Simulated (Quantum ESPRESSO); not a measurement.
# Si4O6FN: finding a planted mistake in a log

Computed values, not a measurement. The program is pw.x of Quantum ESPRESSO 7.5 (plane-wave density functional theory). The cell is made up: 12 atoms on a rutile lattice, with randomly drawn elements, strain and displacements, not relaxed. PseudoDojo standard norm-conserving files (v0.5 for PBE, v0.4.1 for LDA and PBEsol) set the functional; there is no spin polarisation, spin-orbit coupling or dispersion term, and the masses in the input are unused placeholders.

Intended input:

```
&control calculation='scf', pseudo_dir='./dojo.nc.sr.pbe.v0_5.standard.upf', outdir='./o', disk_io='low', tprnfor=.true., tstress=.true. /
&system ibrav=0, nat=12, ntyp=4, nbnd=38, ecutwfc=84.00895049, nosym=.true., tot_charge=0,
 occupations='smearing', smearing='fd', degauss=0.0018374661
/
&electrons conv_thr=7.350e-09, electron_maxstep=60, /
ATOMIC_SPECIES
F 1.0 F.upf
N 1.0 N.upf
O 1.0 O.upf
Si 1.0 Si.upf
CELL_PARAMETERS angstrom
4.1994 -0.0166 0.0215
-0.0166 4.2138 -0.0601
0.0273 -0.0764 5.4231
ATOMIC_POSITIONS angstrom
Si -0.0245 0.0123 -0.0231
Si 2.0913 2.019 1.2898
Si -0.0391 -0.0452 2.6819
Si 2.0576 2.0437 4.0258
O 1.2867 1.2858 0.0264
O 2.8899 2.926 -0.0376
F 3.3799 0.8494 1.3766
O 0.8051 3.425 1.2501
O 1.2887 1.3234 2.6662
O 2.8501 2.8448 2.6371
O 3.3291 0.7748 4.1052
N 0.8083 3.2809 4.0537
K_POINTS automatic
5 5 4 1 1 1
```

The log is shortened where brackets say so; the opening notice, blank lines, dates and the lines on written files are dropped, and the path of the files is cut. It prints rydbergs, bohrs and kilobars, and counts compression as positive stress. Where no state is partly filled, the Fermi energy that it prints is only some level between the filled and the empty states on the mesh, and need not lie in the true gap.

Log of the intended run:

```
     Program PWSCF v.7.5
     Parallel version (MPI & OpenMP), running on       4 processor cores
     Number of MPI processes:                 4
     Threads/MPI process:                     1
     [start-up lines left out]
     bravais-lattice index     =            0
     lattice parameter (alat)  =       7.9359  a.u.
     unit-cell volume          =     647.4413 (a.u.)^3
     number of atoms/cell      =           12
     number of atomic types    =            4
     number of electrons       =        64.00
     number of Kohn-Sham states=           38
     kinetic-energy cutoff     =      84.0090  Ry
     charge density cutoff     =     336.0358  Ry
     scf convergence threshold =      7.3E-09
     mixing beta               =       0.7000
     number of iterations used =            8  plain     mixing
     Exchange-correlation= PBE
                           (   1   4   3   4   0   0   0)
     [axes and pseudopotential details left out]
   Cartesian axes
     site n.     atom                  positions (alat units)
         1        Si     tau(   1) = (  -0.0058340   0.0029289  -0.0055007  )
         2        Si     tau(   2) = (   0.4979893   0.4807729   0.3071327  )
         3        Si     tau(   3) = (  -0.0093107  -0.0107632   0.6386255  )
         4        Si     tau(   4) = (   0.4899645   0.4866546   0.9586407  )
         5        O      tau(   5) = (   0.3063945   0.3061802   0.0062865  )
         6        O      tau(   6) = (   0.6881553   0.6967516  -0.0089535  )
         7        F      tau(   7) = (   0.8048362   0.2022628   0.3278019  )
         8        O      tau(   8) = (   0.1917139   0.8155756   0.2976792  )
         9        O      tau(   9) = (   0.3068708   0.3151337   0.6348869  )
        10        O      tau(  10) = (   0.6786780   0.6774159   0.6279575  )
        11        O      tau(  11) = (   0.7927395   0.1844987   0.9775478  )
        12        N      tau(  12) = (   0.1924759   0.7812619   0.9652844  )
     number of k points=    50  Fermi-Dirac smearing, width (Ry)=  0.0018
                       cart. coord. in units 2pi/alat
        k(    1) = (   0.0999028   0.1014477   0.0977226), wk =   0.0400000
        k(    2) = (   0.0989223   0.1042056   0.2913589), wk =   0.0400000
     [further k points left out]
     Dense  grid:    67355 G-vectors     FFT dimensions: (  48,  48,  60)
     Estimated max dynamical RAM per process >     159.75 MB
     Estimated total dynamical RAM >     589.67 MB
     Initial potential from superposition of free atoms
     starting charge      63.9975, renormalised to      64.0000
     Starting wfcs are   48 randomized atomic wfcs
     total cpu time spent up to now is        3.4 secs
     per-process dynamical memory:   128.6 Mb
     Self-consistent Calculation
     iteration #  1     ecut=    84.01 Ry     beta= 0.70
     Davidson diagonalization with overlap
     ethr =  1.00E-02,  avg # of iterations =  3.2
     total cpu time spent up to now is        9.5 secs
     total energy              =    -301.88445189 Ry
     estimated scf accuracy    <       2.76835279 Ry
     iteration #  2     ecut=    84.01 Ry     beta= 0.70
     Davidson diagonalization with overlap
     ethr =  4.33E-03,  avg # of iterations =  3.1
     total cpu time spent up to now is       15.5 secs
     total energy              =    -302.44366661 Ry
     estimated scf accuracy    <       2.36389992 Ry
     [iterations 3 to 10 left out]
     iteration # 11     ecut=    84.01 Ry     beta= 0.70
     Davidson diagonalization with overlap
     ethr =  5.92E-10,  avg # of iterations =  3.7
     total cpu time spent up to now is       64.7 secs
     total energy              =    -303.02689821 Ry
     estimated scf accuracy    <       0.00000001 Ry
     iteration # 12     ecut=    84.01 Ry     beta= 0.70
     Davidson diagonalization with overlap
     ethr =  2.04E-11,  avg # of iterations =  2.9
     total cpu time spent up to now is       70.2 secs
     End of self-consistent calculation
     [lines on levels left out]
     the Fermi energy is    13.3787 ev
!    total energy              =    -303.02689822 Ry
     estimated scf accuracy    <          1.5E-09 Ry
     smearing contrib. (-TS)   =       0.00000000 Ry
     internal energy E=F+TS    =    -303.02689822 Ry
     The total energy is F=E-TS. E is the sum of the following terms:
     one-electron contribution =     -34.81077898 Ry
     hartree contribution      =      66.45715609 Ry
     xc contribution           =     -81.67971711 Ry
     ewald contribution        =    -252.99355822 Ry
     convergence has been achieved in  12 iterations
     Forces acting on atoms (cartesian axes, Ry/au):
     atom    1 type  4   force =     0.14221296   -0.16443912   -0.20151080
     atom    2 type  4   force =    -0.12294195    0.20988769    0.03100030
     atom    3 type  4   force =     0.16894117   -0.17116831    0.24303358
     atom    4 type  4   force =    -0.04440330    0.09638445    0.02350169
     atom    5 type  3   force =    -0.02547348   -0.03155882    0.02841947
     atom    6 type  3   force =    -0.00130298   -0.01752116    0.09390936
     atom    7 type  1   force =     0.00497397   -0.01770639   -0.01067084
     atom    8 type  3   force =    -0.08168279    0.05650174    0.04300535
     atom    9 type  3   force =    -0.05305358   -0.10479841   -0.08284767
     atom   10 type  3   force =     0.06954323    0.04670934   -0.07323191
     atom   11 type  3   force =    -0.00018086    0.01115836   -0.03631211
     atom   12 type  2   force =    -0.05663240    0.08655063   -0.05829644
     Total force =     0.590802     Total SCF correction =     0.000063
     Computing stress (Cartesian axis) and pressure
          total   stress  (Ry/bohr**3)                   (kbar)     P=      110.33
   0.00085165  -0.00012229  -0.00012141          125.28      -17.99      -17.86
  -0.00012229   0.00068970   0.00047926          -17.99      101.46       70.50
  -0.00012141   0.00047926   0.00070861          -17.86       70.50      104.24
     init_run     :      3.22s CPU      3.34s WALL (       1 calls)
     electrons    :     66.43s CPU     66.76s WALL (       1 calls)
     forces       :      1.11s CPU      1.13s WALL (       1 calls)
     stress       :      3.84s CPU      3.88s WALL (       1 calls)
     [timing details left out]
     PWSCF        :   1m14.73s CPU   1m15.29s WALL
     JOB DONE.
```

A second run was made from an input with one planted mistake. Its log:

```
     Program PWSCF v.7.5
     Parallel version (MPI & OpenMP), running on       4 processor cores
     Number of MPI processes:                 4
     Threads/MPI process:                     1
     [start-up lines left out]
     bravais-lattice index     =            0
     lattice parameter (alat)  =       7.9359  a.u.
     unit-cell volume          =     647.4413 (a.u.)^3
     number of atoms/cell      =           12
     number of atomic types    =            4
     number of electrons       =        64.00
     number of Kohn-Sham states=           38
     kinetic-energy cutoff     =      84.0090  Ry
     charge density cutoff     =     336.0358  Ry
     scf convergence threshold =      7.3E-09
     mixing beta               =       0.7000
     number of iterations used =            8  plain     mixing
     Exchange-correlation= PBE
                           (   1   4   3   4   0   0   0)
     [axes and pseudopotential details left out]
   Cartesian axes
     site n.     atom                  positions (alat units)
         1        Si     tau(   1) = (  -0.0058340   0.0029289  -0.0055007  )
         2        Si     tau(   2) = (   0.4979893   0.4807729   0.3071327  )
         3        Si     tau(   3) = (  -0.0093107  -0.0107632   0.6386255  )
         4        Si     tau(   4) = (   0.4899645   0.4866546   0.9586407  )
         5        O      tau(   5) = (   0.3063945   0.3061802   0.0062865  )
         6        O      tau(   6) = (   0.6881553   0.6967516  -0.0089535  )
         7        O      tau(   7) = (   0.8048362   0.2022628   0.3278019  )
         8        F      tau(   8) = (   0.1917139   0.8155756   0.2976792  )
         9        O      tau(   9) = (   0.3068708   0.3151337   0.6348869  )
        10        O      tau(  10) = (   0.6786780   0.6774159   0.6279575  )
        11        O      tau(  11) = (   0.7927395   0.1844987   0.9775478  )
        12        N      tau(  12) = (   0.1924759   0.7812619   0.9652844  )
     number of k points=    50  Fermi-Dirac smearing, width (Ry)=  0.0018
                       cart. coord. in units 2pi/alat
        k(    1) = (   0.0999028   0.1014477   0.0977226), wk =   0.0400000
        k(    2) = (   0.0989223   0.1042056   0.2913589), wk =   0.0400000
     [further k points left out]
     Dense  grid:    67355 G-vectors     FFT dimensions: (  48,  48,  60)
     Estimated max dynamical RAM per process >     159.75 MB
     Estimated total dynamical RAM >     589.67 MB
     Initial potential from superposition of free atoms
     starting charge      63.9975, renormalised to      64.0000
     Starting wfcs are   48 randomized atomic wfcs
     total cpu time spent up to now is        3.6 secs
     per-process dynamical memory:   128.6 Mb
     Self-consistent Calculation
     iteration #  1     ecut=    84.01 Ry     beta= 0.70
     Davidson diagonalization with overlap
     ethr =  1.00E-02,  avg # of iterations =  3.0
     total cpu time spent up to now is       10.0 secs
     total energy              =    -302.00149426 Ry
     estimated scf accuracy    <       2.66508113 Ry
     iteration #  2     ecut=    84.01 Ry     beta= 0.70
     Davidson diagonalization with overlap
     ethr =  4.16E-03,  avg # of iterations =  3.0
     total cpu time spent up to now is       15.8 secs
     total energy              =    -302.71845914 Ry
     estimated scf accuracy    <       1.85992355 Ry
     [iterations 3 to 10 left out]
     iteration # 11     ecut=    84.01 Ry     beta= 0.70
     Davidson diagonalization with overlap
     ethr =  8.20E-11,  avg # of iterations =  3.3
     total cpu time spent up to now is       65.5 secs
     total energy              =    -303.10335842 Ry
     estimated scf accuracy    <       0.00000001 Ry
     iteration # 12     ecut=    84.01 Ry     beta= 0.70
     Davidson diagonalization with overlap
     ethr =  1.73E-11,  avg # of iterations =  2.3
     total cpu time spent up to now is       70.3 secs
     End of self-consistent calculation
     [lines on levels left out]
     the Fermi energy is    13.7600 ev
!    total energy              =    -303.10335842 Ry
     estimated scf accuracy    <          1.2E-09 Ry
     smearing contrib. (-TS)   =       0.00000000 Ry
     internal energy E=F+TS    =    -303.10335842 Ry
     The total energy is F=E-TS. E is the sum of the following terms:
     one-electron contribution =     -34.69364041 Ry
     hartree contribution      =      66.47334498 Ry
     xc contribution           =     -81.69906228 Ry
     ewald contribution        =    -253.18400071 Ry
     convergence has been achieved in  12 iterations
     Forces acting on atoms (cartesian axes, Ry/au):
     atom    1 type  4   force =    -0.04803207    0.02783364   -0.19391784
     atom    2 type  4   force =     0.10302769   -0.01558205    0.03780830
     atom    3 type  4   force =    -0.02425030    0.02192435    0.24200205
     atom    4 type  4   force =    -0.00473708    0.05652928    0.01963713
     atom    5 type  3   force =    -0.04214120   -0.02032106    0.02853516
     atom    6 type  3   force =    -0.01134984   -0.00397819    0.09485886
     atom    7 type  3   force =     0.07047231   -0.10282324   -0.01829674
     atom    8 type  1   force =    -0.00366227   -0.00806737    0.02899790
     atom    9 type  3   force =    -0.06989930   -0.09728300   -0.07978502
     atom   10 type  3   force =     0.06046837    0.07095441   -0.07013109
     atom   11 type  3   force =     0.01262807   -0.00200736   -0.03856226
     atom   12 type  2   force =    -0.04252438    0.07282060   -0.05114644
     Total force =     0.436866     Total SCF correction =     0.000060
     Computing stress (Cartesian axis) and pressure
          total   stress  (Ry/bohr**3)                   (kbar)     P=      105.09
   0.00092095  -0.00012584  -0.00014682          135.48      -18.51      -21.60
  -0.00012584   0.00074712   0.00053034          -18.51      109.90       78.02
  -0.00014682   0.00053034   0.00047515          -21.60       78.02       69.90
     init_run     :      3.19s CPU      3.31s WALL (       1 calls)
     electrons    :     66.39s CPU     66.74s WALL (       1 calls)
     forces       :      1.11s CPU      1.13s WALL (       1 calls)
     stress       :      3.84s CPU      3.84s WALL (       1 calls)
     [timing details left out]
     PWSCF        :   1m14.82s CPU   1m15.37s WALL
     JOB DONE.
```

Question: what was wrong in the second input?

Answer: two atoms have their elements exchanged. The input lines that differ, file-writing options aside:

```
- F 3.3799 0.8494 1.3766
+ O 3.3799 0.8494 1.3766
- O 0.8051 3.425 1.2501
+ F 0.8051 3.425 1.2501
```

|  | intended run | run with the mistake |
| --- | --- | --- |
| free energy (eV) | -4122.891 | -4123.931 |
| smearing term -TS (eV) | 0.0000 | 0.0000 |
| pressure (GPa) | 11.03 | 10.51 |
| largest force component (eV/Å) | 6.249 | 6.222 |
| largest change of a force component (eV/Å) |  | 5.810 |
| iterations | 12 | 12 |

For scale, a rerun of the intended cell at a cutoff of 1437 eV and k mesh 7 x 7 x 6 moved values by no more than 0.003 eV in energy, 0.04 GPa in stress and 0.003 eV/Å in force.